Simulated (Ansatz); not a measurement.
Question: Name crystals whose computed values (plane-wave PAW PBEsol (Ansatz code)) fall in these windows: Θ_D (K) 600 to 750; G_Hill (GPa) 110 to 150.

Answer: 

| crystal | Θ_D (K) | G_Hill (GPa) |
|---|---|---|
| CoSi, P2_13 (Co on 4a, Si on 4a) | 653 | 128 |
| MoP, P-6m2 (Mo on 1a, P on 1d) | 602 | 145 |
| Ti2AlN, P6_3/mmc (Ti on 4f, Al on 2d, N on 2a) | 749 | 126 |
| TiSi2, Fddd (Ti on 8b, Si on 16f) | 739 | 122 |
| AlCo, CsCl type | 640 | 120 |
Others may fit too.

Standing as an ambient phase not checked: Ti2AlN, P6_3/mmc (Ti on 4f, Al on 2d, N on 2a). Began spin-polarised and lost the moments: AlCo, CsCl type. All cells were relaxed under the symmetry of their starts (and spin orders); stability against distortions was not tested throughout. Named crystals with no word on spin ran without spin polarisation. Scalar-relativistic: spin–orbit coupling is off unless named, which matters more the heavier the elements.

Potentials: the earlier of the program's two PAW sets. The files were generated under PBE; for other functionals the program regenerates the frozen cores, and for LDA and PBEsol the local potential too.
